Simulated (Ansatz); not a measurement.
**RuS2: the gap from level to level**

A database entry relaxed whole under r2SCAN at zero pressure (Pa-3, No. 205):

```yaml
crystal:
  lattice:
    - [5.63323, 0.00000, 0.00000]
    - [0.00000, 5.63323, 0.00000]
    - [0.00000, 0.00000, 5.63323]
  atoms:
    - { symbol: Ru, position: [0.00000, 0.00000, 0.00000] }
    - { symbol: Ru, position: [0.50000, 0.00000, 0.50000] }
    - { symbol: Ru, position: [0.50000, 0.50000, 0.00000] }
    - { symbol: Ru, position: [0.00000, 0.50000, 0.50000] }
    - { symbol: S, position: [0.38794, 0.38794, 0.38794] }
    - { symbol: S, position: [0.11206, 0.61206, 0.88794] }
    - { symbol: S, position: [0.88794, 0.11206, 0.61206] }
    - { symbol: S, position: [0.61206, 0.88794, 0.11206] }
    - { symbol: S, position: [0.61206, 0.61206, 0.61206] }
    - { symbol: S, position: [0.88794, 0.38794, 0.11206] }
    - { symbol: S, position: [0.11206, 0.88794, 0.38794] }
    - { symbol: S, position: [0.38794, 0.11206, 0.88794] }
```

Its volume is 14.90 Å³ an atom, +1.2 % against the entry's 14.72, a cell as deposited in COD (1990).

Single points on this cell with plane-wave PAW DFT (Ansatz 0.2.0; r2SCAN 500 eV, hybrids 420 eV; fermi-dirac occupations of width 0.020 eV; no moments): r2SCAN on a 6×6×6 Γ-centred mesh; HSE06 on a 4×4×4 Γ-centred mesh; PBE0 on a 4×4×4 Γ-centred mesh.

Problem. What does each level give for gap and charges?

Solution. The runs give:

```tsv
level	gap (eV), or kind	pressure (GPa)	Bader charge of Ru (e)	Bader charge of S (e)
r2SCAN	0.89	0.0	+0.66	-0.33
HSE06	1.77	-3.5	+0.63	-0.32
PBE0	2.48	-3.3	+0.64	-0.32
```

Under r2SCAN the gap is 0.89 eV, over mesh and band path. HSE06 moves it by +0.88 eV and PBE0 by +1.59 eV; PBE0 keeps its exact exchange at long range, which widens the gap over HSE06's by 0.71 eV on their common mesh. The charge on Ru goes from +0.66 to +0.63 e under HSE06.

Caveats: the relaxation kept the start's symmetry; HSE06 is read on its mesh and at the zone's corners, PBE0 on its mesh alone; hybrid pressures are good to a few tenths of a GPa; pressure is positive in compression.
